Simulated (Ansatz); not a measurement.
**Formation energy of CsCl-type MoS**

Level of theory: DFT, PBEsol, scalar-relativistic, collinear spin; plane waves to 420 eV with PAW datasets (Ansatz 0.2.0), 10×10×10 k-mesh, Gaussian smearing of 0.05 eV; PAW files: Ansatz's generated set soft_2.

This is a trial structure made by placing the elements on a prototype's sites, so it needn't be the stable form.

Symmetry: Pm-3m, No. 221, cubic system. Conventional cell: a = 2.969 Å, b = 2.969 Å, c = 2.969 Å, α = 90.00°, β = 90.00°, γ = 90.00°. Mo (site symmetry m-3m) is surrounded by 8 S at 2.57 Å. Around S (site symmetry m-3m) lie 8 Mo at 2.57 Å. (Neighbours are counted to 15 % beyond the shortest distance.)

The elements were computed in their standard states with the same datasets, cutoff and functional. Total energies depend on the potentials used, so only differences within one code and one set of settings carry meaning.

Energy of the relaxed cell (2 atoms, smearing extrapolated to zero): -5783.038 eV. Elements, in eV/atom: Mo -4897.469, S -884.892.

What is the formation energy?

[-5783.038 − (1 × -4897.469 + 1 × -884.892)] / 2 = -0.34 eV/atom, or -33 kJ per mole of atoms.

The value is for 0 K, without zero-point energy. Uncorrected semilocal values for oxides, chalcogenides and halides often miss by tenths of an eV an atom. A negative value shows stability against the elements alone, not against other compounds or structures.

The starting moments died out; a magnetic state reached from other starts isn't excluded.
